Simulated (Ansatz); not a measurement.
Zr$_{4}$O in space group R-3 (No. 148; Zr on 18f, Zr on 18f, O on 3b, O on 6c), r²SCAN (plane waves, PAW; program Ansatz), all energies at zero smearing, with the estimated change up to a 700 eV cutoff added, with one set of potentials and settings (totals compare only within such a set). Cell of 15 atoms (12 Zr, 3 O): -52057.052 eV.

| element | reference phase | E (eV/atom) |
|---|---|---|
| Zr | P6_3/mmc, 2 atoms in the cell | -4195.0547 |
| O | C2/m, 4 atoms in the cell, spin-polarised | -566.0346 |

Formation energy per atom, worked out: (-52057.052 − 12×(-4195.0547) − 3×(-566.0346))/15 = -1.219 eV/atom (-118 kJ per mol of atoms), at 0 K, without zero-point energy or fitted corrections.

The first step of the workflow began from a Materials Project structure, measured or hypothetical; the Crystallography Open Database copy checked does not list it. Its standing as an ambient phase is unchecked. Symmetry was held in the r²SCAN relaxation; its stability against distortions is not shown here. No spin polarisation was allowed. The references are the lowest solids computed at this level, not always the standard phases (solids in place of the gases).

Potentials: the earlier of the program's two PAW sets.
